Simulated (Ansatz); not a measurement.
Mo$_{2}$C in space group P-3m1 (No. 164; Mo on 2d, C on 1b), DFT-LDA in the program Ansatz with PAW potentials, all energies at zero smearing, with the estimated change up to a 700 eV cutoff added, with one set of potentials and settings (totals compare only within such a set). Cell of 3 atoms (2 Mo, 1 C): -9929.090 eV.

| element | reference phase | E (eV/atom) |
|---|---|---|
| Mo | Im-3m, 1 atoms in the cell | -4842.8590 |
| C | Fd-3m, 2 atoms in the cell | -242.9976 |

Formation energy per atom, worked out: (-9929.090 − 2×(-4842.8590) − 1×(-242.9976))/3 = -0.125 eV/atom (-12 kJ per mol of atoms), at 0 K, without zero-point energy or fitted corrections.

The workflow started from a Materials Project entry (that database holds measured and hypothetical structures alike); the Crystallography Open Database copy checked does not list it. COD files the formula under space group No. 60, so this cell is another polymorph or a model. Whether it is the stable phase at ambient conditions was not checked. Symmetry was held in the LDA relaxation; of distortions, only those at the zone centre were tested. No spin polarisation was allowed. The references are the lowest solids computed at this level, not always the standard phases.

Potentials: the later of the program's two PAW sets.
